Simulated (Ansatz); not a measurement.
**WS2 with an S vacancy: field gradients at two levels of theory**

Cell: a supercell of WS2 (space group P6_3/mmc) built from a structure deposited in the COD, with the ions relaxed around the defect (PBE).

```xyz
53
Lattice="9.5400 0.0000 0.0000 -4.7700 8.2619 0.0000 0.0000 0.0000 12.5000" Properties=species:S:1:pos:R:3 pbc="T T T"
W     0.0000    1.8360    3.1239
W    -1.5901    4.5897    3.1261
W    -3.1802    7.3439    3.1261
W     3.1799    1.8362    3.1261
W     1.5901    4.5897    3.1261
W     0.0000    7.3439    3.1264
W     6.3601    1.8362    3.1261
W     4.7700    4.5899    3.1284
W     3.1802    7.3439    3.1261
W     1.5340    0.9503    9.4059
W     0.0000    3.6073    9.4059
W    -1.5888    6.4266    9.3447
W     4.7700    0.9166    9.3447
W     3.1600    3.6604    9.3754
W     1.5888    6.4266    9.3447
W     8.0060    0.9503    9.4059
W     6.3800    3.6604    9.3754
W     4.7700    6.4490    9.3754
S    -1.5593    4.5286    7.8114
S    -3.2178    7.4011    7.8114
S     3.1116    1.8401    7.8114
S     1.5593    4.5286    7.8114
S     0.0000    7.3439    7.7769
S     6.4284    1.8401    7.8114
S     4.7700    4.5899    7.8202
S     3.2178    7.4011    7.8114
S     1.5906    0.9177    1.5603
S     0.0000    3.6726    1.5603
S    -1.5898    6.4260    1.5605
S     4.7700    0.9178    1.5605
S     3.1809    3.6724    1.5612
S     1.5898    6.4260    1.5605
S     7.9494    0.9177    1.5603
S     6.3591    3.6724    1.5612
S     4.7700    6.4249    1.5612
S     0.0000    1.8360   11.0019
S    -1.5654    4.5943   10.9334
S    -3.1640    7.3630   10.9334
S     3.1715    1.8125   10.9334
S     1.5654    4.5943   10.9334
S     0.0000    7.3439   10.8982
S     6.3685    1.8125   10.9334
S     4.7700    4.5899   10.9275
S     3.1640    7.3630   10.9334
S     1.5891    0.9185    4.6917
S     0.0000    3.6709    4.6917
S    -1.5902    6.4258    4.6927
S     4.7700    0.9182    4.6927
S     3.1788    3.6713    4.6936
S     1.5902    6.4258    4.6927
S     7.9509    0.9185    4.6917
S     6.3612    3.6713    4.6936
S     4.7700    6.4273    4.6936
```

Atom numbers follow the list; atoms alike are taken as one site, whose name carries the number of the first.

First run. Method: Kohn–Sham DFT in Ansatz, PBE, plane waves and PAW, scalar-relativistic, collinear spin, 420 eV cutoff, Γ-centred 3×3×2 k-points, Fermi–Dirac smearing 0.01 eV, cell charge +1. Start moments as typed (μB): 0 0 0 0 0 0 0 0 0 0.5 0.5 0 0 0 0 0.5 0 0 0 0 0 0 0 0 0 0 0 0 0 0 0 0 0 0 0 0 0 0 0 0 0 0 0 0 0 0 0 0 0 0 0 0 0 by atom.

| site | atom | V_zz (10²¹ V/m²) | η |
| --- | --- | --- | --- |
| W1 | 1 | -16.58 | 0.00 |
| W2 | 2 | -16.70 | 0.00 |
| W6 | 6 | -16.64 | 0.00 |
| W8 | 8 | -16.58 | 0.00 |
| W10 | 10 | -20.9 | 0.40 |
| W12 | 12 | -15.22 | 0.18 |
| W14 | 14 | -17.90 | 0.05 |
| S19 | 19 | -4.02 | 0.24 |
| S23 | 23 | -4.17 | 0.00 |
| S25 | 25 | -4.98 | 0.00 |
| S37 | 37 | -5.17 | 0.34 |
| S41 | 41 | -4.67 | 0.00 |
| S43 | 43 | -4.43 | 0.00 |
| S45 | 45 | -4.54 | 0.01 |

Second run. The same atoms and settings, except that the functional is r2SCAN and the cutoff is 500 eV.

**Question.** What does the second run give?

**Answer.** 

```tsv
site	atom	V_zz	η	change of V_zz
W1	1	-16.45	0.00	+0.13
W2	2	-16.56	0.00	+0.14
W6	6	-16.51	0.00	+0.13
W8	8	-16.46	0.00	+0.12
W10	10	-21.0	0.45	-0.11
W12	12	-14.93	0.17	+0.29
W14	14	-17.67	0.06	+0.23
S19	19	-4.05	0.21	-0.03
S23	23	-4.22	0.00	-0.05
S25	25	-5.03	0.00	-0.05
S37	37	-5.21	0.34	-0.04
S41	41	-4.76	0.00	-0.09
S43	43	-4.50	0.00	-0.07
S45	45	-4.55	0.01	-0.01
```

The largest change of V_zz is on W12, from -15.22 to -14.93. The whole tensor moves most on W10, by 0.76 along its most changed direction. In per cent, |V_zz| changes by -2 to +1 on W, 0 to +2 on S (all sites that start above 2). The table leaves out 6 of the 20 sites, with |V_zz| up to 4.41; their tensors move by 0.06 at most along any direction. The statements above cover all sites.

The defect repeats with the cell of 53 atoms, so it feels its images: sites between two images don't show the values beside a lone defect, and zeros or small values of η there can come from the images' arrangement. S and W carry a gradient in the pure host already, so the values there aren't the defect's effect alone. The relaxation keeps the symmetry of the vacancy's site, so distortions that break it, Jahn–Teller ones too, aren't explored. A uniform background compensates the cell's charge. The defect cell has no gap above 0.1 eV on its mesh, so the values can hang on the smearing and the k-mesh. Without spin–orbit coupling the gradients at and beside W can be off by some per cent, at some sites by more. The start moments die out, and the run ends without spin.
For the second run: The program didn't check the stability of this electronic state in full, so a lower one may lie near.
